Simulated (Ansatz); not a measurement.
Input file for Ansatz (a quantum-chemistry and plane-wave program):

Ansatz 0.2 input:
```yaml
crystal:
  lattice:
    - [3.6627923521, 0.0, 0.0]
    - [-1.831396176, 3.1720712257, 0.0]
    - [0.0, 0.0, 6.4893451452]
  atoms:
    - { symbol: Ti, position: [0.0, 0.0, 0.9784472634] }
    - { symbol: Te, position: [0.6666666667, 0.3333333333, 0.258047783] }
    - { symbol: Se, position: [0.3333333333, 0.6666666667, 0.7635149537] }
kpoints:
  mp_grid: { grid: [10, 10, 5] }
  band_path:
    path:
      - [[0.0, 0.0, 0.0], [0.5, 0.0, 0.0], [0.3333333333, 0.3333333333, 0.0], [0.0, 0.0, 0.0], [0.0, 0.0, 0.5], [0.5, 0.0, 0.5], [0.3333333333, 0.3333333333, 0.5], [0.0, 0.0, 0.5]]  # Γ-M-K-Γ-A-L-H-A
      - [[0.5, 0.0, 0.5], [0.5, 0.0, 0.0]]  # L-M
      - [[0.3333333333, 0.3333333333, 0.5], [0.3333333333, 0.3333333333, 0.0]]  # H-K
    npoints: 8
hamiltonian:
  xc: r2scan
  dispersion: d4
  pseudopotentials: { kind: paw }
magnetization: { noncollinear: true, spin_orbit: true }
scf:
  n_extra_bands: 12
  convergence: { dr2_threshold: 0.0000000001 }
  occupations: { method: gaussian, width: 0.05 }
output: { eigenvalues: true }
```

Output (shortened):

```
Pseudopotentials: kind: paw_fr
Pseudopotential: Ti, paw_fr, valence charge 12
Pseudopotential: Te, paw_fr, valence charge 16
Pseudopotential: Se, paw_fr, valence charge 16
Functional definition: r2SCAN
non-collinear run that drives no moment, with spin-orbit …
Crystal: 3 atoms, lattice volume = 75.397 Å³
Basis set: ecut = 500 eV, 1943 PW (Γ), exchange–correlation on 108×108×192 points (64 copies of the dense FFT grid, shifted against one another)
Bands: 56, of which v1, the nominal top of the filled ones, is band 44 counted from 1 (43 counted from 0)
Symmetry: 6 space group operations + 6 with time reversal
k-points: 58 of 500 (time reversal used)
Projection manifold: j_resolved (fully-relativistic pseudo-atomic orbitals)
PAW frozen core: Ti, regenerated for the run's functional
PAW frozen core: Te, regenerated for the run's functional
PAW frozen core: Se, regenerated for the run's functional
Initial density: superposition of atomic densities (chi_scale 0.1, normalization cell, long waves kept (reshape's long-wave potential 0.09 eV rms))
Initial wavefunctions: pseudopotential atomic-orbital guess
Eigensolver: davidson
Functional: x = r2scan, c = r2scan; τ floored in thin density (d = 2e-4 eV/Å³)
SCF iter   1: F=—  HF=-14968.107113 eV  |F-HF|=—  |Δ(HF+E_count)|=         —  Δρ=1.14e-1  dr2=2.91e1  dr2_τ=1.00e-1  dr2_m=0.00e0 (ungated)  ethr=3.10e-3  |M|=0.00e0 ∫|m|=0.00e0 μB  |m|>n=0.0e0 m-floor=0.0e0 τ_xc=0.0e0  β_m=0.30  ⟨swp⟩=9.5  Hψ=16626  notcnv=0  defer=25
all-band conjugate gradients solve this SCF's bands
preconditioner: auto → Resta (q_TF=auto, 2.494 Å⁻¹)
spin=Noncollinear: Resta preconditioning applied to the charge; magnetization (m_x, m_y, m_z) channels mix plain (no charge-response kernel on spin).
SCF iter   2: F=—  HF=-14965.940007 eV  |F-HF|=—  |Δ(HF+E_count)|=    2.17e0  Δρ=5.68e-2  dr2=3.33e0  dr2_τ=1.24e-1  dr2_m=0.00e0 (ungated)  ethr=3.10e-3  |M|=0.00e0 ∫|m|=0.00e0 μB  |m|>n=0.0e0 m-floor=0.0e0 τ_xc=0.0e0  β_m=0.27  ⟨swp⟩=3.4  Hψ=7186  notcnv=0  defer=296
preconditioner: auto → Kerker (q_TF=auto, 2.494 Å⁻¹)
spin=Noncollinear: Kerker preconditioning applied to the charge; magnetization (m_x, m_y, m_z) channels mix plain (no charge-response kernel on spin).
SCF iter   3: F=—  HF=-14965.803491 eV  |F-HF|=—  |Δ(HF+E_count)|=   1.37e-1  Δρ=3.12e-2  dr2=1.61e0  dr2_τ=1.41e-3  dr2_m=0.00e0 (ungated)  ethr=3.10e-3  |M|=0.00e0 ∫|m|=0.00e0 μB  |m|>n=0.0e0 m-floor=0.0e0 τ_xc=0.0e0  β_m=0.35  ⟨swp⟩=2.3  Hψ=3914  notcnv=0  defer=296
SCF iter   4: F=—  HF=-14965.633144 eV  |F-HF|=—  |Δ(HF+E_count)|=   1.70e-1  Δρ=1.85e-2  dr2=1.11e0  dr2_τ=4.00e-3  dr2_m=0.00e0 (ungated)  ethr=3.10e-3  |M|=0.00e0 ∫|m|=0.00e0 μB  |m|>n=0.0e0 m-floor=0.0e0 τ_xc=0.0e0  β_m=0.55  ⟨swp⟩=2.3  Hψ=4202  notcnv=0  defer=296
SCF iter   5: F=—  HF=-14965.479008 eV  |F-HF|=—  |Δ(HF+E_count)|=   1.54e-1  Δρ=4.03e-3  dr2=4.85e-2  dr2_τ=1.36e-4  dr2_m=0.00e0 (ungated)  ethr=2.51e-3  |M|=0.00e0 ∫|m|=0.00e0 μB  |m|>n=0.0e0 m-floor=0.0e0 τ_xc=0.0e0  β_m=0.63  ⟨swp⟩=2.4  Hψ=4288  notcnv=0  defer=282
SCF iter   6: F=—  HF=-14965.475478 eV  |F-HF|=—  |Δ(HF+E_count)|=   3.53e-3  Δρ=3.06e-3  dr2=1.36e-2  dr2_τ=4.02e-5  dr2_m=0.00e0 (ungated)  ethr=1.10e-4  |M|=0.00e0 ∫|m|=0.00e0 μB  |m|>n=0.0e0 m-floor=0.0e0 τ_xc=0.0e0  β_m=0.81  ⟨swp⟩=2.0  Hψ=4159  notcnv=0  defer=282
SCF iter   7: F=—  HF=-14965.475641 eV  |F-HF|=—  |Δ(HF+E_count)|=   1.63e-4  Δρ=1.78e-3  dr2=4.40e-3  dr2_τ=2.34e-5  dr2_m=0.00e0 (ungated)  ethr=3.09e-5  |M|=0.00e0 ∫|m|=0.00e0 μB  |m|>n=0.0e0 m-floor=0.0e0 τ_xc=0.0e0  β_m=0.81  ⟨swp⟩=2.0  Hψ=4330  notcnv=0  defer=282
SCF iter   8: F=—  HF=-14965.475342 eV  |F-HF|=—  |Δ(HF+E_count)|=   2.99e-4  Δρ=3.40e-4  dr2=1.57e-4  dr2_τ=4.26e-7  dr2_m=0.00e0 (ungated)  ethr=9.99e-6  |M|=0.00e0 ∫|m|=0.00e0 μB  |m|>n=0.0e0 m-floor=0.0e0 τ_xc=0.0e0  β_m=0.91  ⟨swp⟩=2.0  Hψ=3770  notcnv=0  defer=282
SCF iter  15: F=-14965.475385 eV  HF=-14965.475385 eV  |F-HF|=9.09e-12  |Δ(HF+E_count)|=  2.73e-11  Δρ=1.73e-7  dr2=4.16e-11  dr2_τ=1.16e-13  dr2_m=0.00e0 (ungated)  ethr=1.00e-12  |M|=0.00e0 ∫|m|=0.00e0 μB  |m|>n=0.0e0 m-floor=0.0e0 τ_xc=0.0e0  ⟨swp⟩=12.0  Hψ=11959  notcnv=0
SCF 1 converged in 15 iterations: F = -14965.475385 eV  dr2 = 4.16e-11
NSCF: frozen V_eff on 75 k-points
SCF converged after 15 iterations
Magnetization: |M| = 0.0000 μB,  M = (+0.0000, +0.0000, +0.0000) μB
Absolute magnetization: 0.0000 μB (∫|m|)
  site 0: m = (+0.0000, +0.0000, +0.0000) μB, |m| = 0.0000 μB  (R = 1.04 Å)
  site 1: m = (+0.0000, +0.0000, +0.0000) μB, |m| = 0.0000 μB  (R = 1.15 Å)
  site 2: m = (+0.0000, +0.0000, +0.0000) μB, |m| = 0.0000 μB  (R = 1.04 Å)
Free energy (F): -14965.475385 eV
Harris-Foulkes:  -14965.475385 eV  (|F-HF|=9.09e-12)
Internal energy: -14965.474217 eV  (E = F + TS)
E sigma→0 (E₀):  -14965.474801 eV
Entropy (-TS):   -0.001168 eV (-0.389 meV/atom)
Fermi energy:    9.513169 eV
--- Per-component energies (eV) ---
  E_band       = -856.909978
  E_kinetic    = 572.110965
  E_local      = -4917.493858  (includes V_loc(G=0)·N_el)
  E_nonlocal   = -898.402258
  E_hartree    = 2540.633842
  E_xc         = -307.714341
  E_vxc        = -351.673744  (∫ρ·V_xc dr)
  E_paw        = -7652.609010  (= ΣΔE_a)
  E_vpaw       = -363.767589  (= ΣTr[D̂ρ^β])
  E_aug_tail   = -0.000162  (compensation charges beyond the density's cutoff)
  E_vtau       = 21.048760  (kinetic-family band-sum trace: ∫τ·v_τ [+ j·A + Jᵃ·Aᵃ] dr)
  E_ewald      = -4299.919295
  E_disp       = -0.376722  (pairwise vdW)
  E_core_change = -1.703378  (= ΣΔE_core)
  E_smearing   = -0.001168  (= −TS)
  E_closure    =  0.000000  (closes the sum)
  Σ components = -14965.475385   (vs F -14965.475385, Δ=0.00e0)
  [band-id]    e_kinetic+e_local+e_nonlocal+2·e_hartree+e_vxc+e_vpaw+e_augmentation_tail+e_vtau = -856.910202   (vs E_band -856.909978, Δ=-2.24e-4)
--- Band table (eV; the first three rows and the last of 58) ---
  k-point 0: bands = ["-50.6948", "-50.6948", "-39.4477", "-39.4477", "-39.4468", "-39.4468", "-38.5535", "-38.5535", "-38.5530", "-38.5530", "-38.5478", "-38.5478", "-28.7203", "-28.7203", "-28.6711", "-28.6711", "-27.2698", "-27.2698", "-27.2274", "-27.2274", "-27.2029", "-27.2029", "-26.2992", "-26.2992", "-25.6562", "-25.6562", "-25.6413", "-25.6413", "-4.7389", "-4.7389", "-2.6081", "-2.6081", "4.0225", "4.0225", "6.7405", "6.7405", "6.9119", "6.9119", "8.8309", "8.8309", "9.8418", "9.8418", "9.8456", "9.8456", "10.0748", "10.0748", "10.4450", "10.4450", "10.5605", "10.5605", "12.6603", "12.6603", "13.0019", "13.0019", "14.6987", "14.6987"]
  k-point 1: bands = ["-50.6948", "-50.6948", "-39.4477", "-39.4477", "-39.4468", "-39.4468", "-38.5535", "-38.5535", "-38.5530", "-38.5530", "-38.5478", "-38.5478", "-28.7203", "-28.7203", "-28.6711", "-28.6711", "-27.2698", "-27.2698", "-27.2274", "-27.2274", "-27.2029", "-27.2029", "-26.2992", "-26.2992", "-25.6562", "-25.6562", "-25.6413", "-25.6413", "-4.7020", "-4.7020", "-2.6981", "-2.6981", "4.3551", "4.3551", "6.7502", "6.7502", "6.9201", "6.9202", "8.1706", "8.1706", "9.8297", "9.8297", "9.8426", "9.8428", "10.0151", "10.0151", "10.5046", "10.5051", "10.5933", "10.5933", "12.7395", "12.7395", "13.0894", "13.0895", "14.9838", "14.9838"]
  k-point 2: bands = ["-50.6948", "-50.6948", "-39.4477", "-39.4477", "-39.4468", "-39.4468", "-38.5535", "-38.5535", "-38.5530", "-38.5530", "-38.5478", "-38.5478", "-28.7203", "-28.7203", "-28.6711", "-28.6711", "-27.2698", "-27.2698", "-27.2274", "-27.2274", "-27.2029", "-27.2029", "-26.2992", "-26.2992", "-25.6562", "-25.6562", "-25.6413", "-25.6413", "-4.6365", "-4.6365", "-2.8454", "-2.8454", "5.1532", "5.1532", "6.7649", "6.7649", "6.9338", "6.9338", "7.0019", "7.0019", "9.8061", "9.8061", "9.8381", "9.8383", "9.9435", "9.9435", "10.4197", "10.4200", "10.7095", "10.7095", "12.8652", "12.8652", "13.2288", "13.2289", "15.3697", "15.3697"]
  k-point 57: bands = ["-50.6900", "-50.6900", "-39.4477", "-39.4473", "-39.4462", "-39.4460", "-38.5531", "-38.5528", "-38.5526", "-38.5525", "-38.5472", "-38.5472", "-28.7159", "-28.7137", "-28.6712", "-28.6707", "-27.2625", "-27.2573", "-27.2383", "-27.2297", "-27.2012", "-27.2006", "-26.3209", "-26.3173", "-25.7035", "-25.7014", "-25.6373", "-25.6371", "-3.6660", "-3.6609", "-1.1654", "-1.1618", "4.7774", "4.8369", "4.9615", "5.0434", "5.5417", "5.5887", "6.1718", "6.3430", "7.0476", "7.1937", "7.3087", "7.3758", "10.4116", "10.4445", "10.5527", "10.5762", "10.7790", "10.7931", "11.9331", "11.9753", "12.8221", "12.8427", "15.7123", "15.7217"]
  band table: 56 of 56 bands, residual norms ≤ 1.0e-3 eV
```

Cost: very roughly 6 core-minutes on shared cores.

Space group P3m1. The workflow started from a Materials Project entry (that database holds measured and hypothetical structures alike); the Crystallography Open Database copy checked does not list it. Its standing as an ambient phase is unchecked. Symmetry was held in the r²SCAN+D4 relaxation; whether a distortion lowers the energy is not shown. No spin polarisation was allowed.

Potentials: the later of the program's two PAW sets.

Ansatz is a plane-wave DFT program.
